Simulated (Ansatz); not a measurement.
The start is a generated cell, NbP placed in the AFLOW prototype AB_oP8_62_c_c (B27, as in FeB). The structure is fully relaxed (lattice and positions, P = 0) with PBEsol (plane waves to 420 eV, PAW, scalar-relativistic; Ansatz, an electronic-structure program). The first steps use a coarse 4×6×5 k-mesh.

The start:
```
CELL_PARAMETERS angstrom
      6.77494     0.00000     0.00000
      0.00000     3.63221     0.00000
      0.00000     0.00000     4.99706
ATOMIC_POSITIONS crystal
  Nb 0.82000 0.25000 0.12500
  Nb 0.32000 0.25000 0.37500
  Nb 0.18000 0.75000 0.87500
  Nb 0.68000 0.75000 0.62500
  P  0.12500 0.25000 0.69000
  P  0.62500 0.25000 0.81000
  P  0.87500 0.75000 0.31000
  P  0.37500 0.75000 0.19000
```

* **Outcome**: The space group stays Pnma (No. 62) (the run could not lower it), with 8 atoms in the primitive cell
* **Energy released**: 2.33 eV/atom
* **Volume change**: -3.8 %, from 15.37 to 14.79 Å³/atom
* **Shortest distances (start → end)**: The closest pairs of elements (up to four, under 3.6 Å), start → end: Nb–P 2.06 → 2.45 Å; P–P 3.13 → 2.64 Å; Nb–Nb 3.23 → 3.10 Å
* **Band gap at the end**: zero (metallic)
* **Optimiser moves**: 24

It ends as:

Space group Pnma (No. 62); a = 5.9106 Å, b = 4.2769 Å, c = 4.6792 Å, α = 90.00°, β = 90.00°, γ = 90.00°

| atom | site | symmetry | x | y | z |
|---|---|---|---|---|---|
| Nb | 4c | .m. | 0.3166 | 0.2500 | 0.3507 |
| P | 4c | .m. | 0.0416 | 0.7500 | 0.3422 |

Final values are on a 8×11×10 k-mesh of the relaxed cell. No spin polarisation in the result.

The run could not lose the symmetry of its start; a randomly shaken copy of 8 atoms returns to this structure.

The relaxed structure here is a generated cell of NbP: the first start was made by placing the elements on the sites of a structure type, and the end was not matched to a known phase here, so it may be hypothetical.
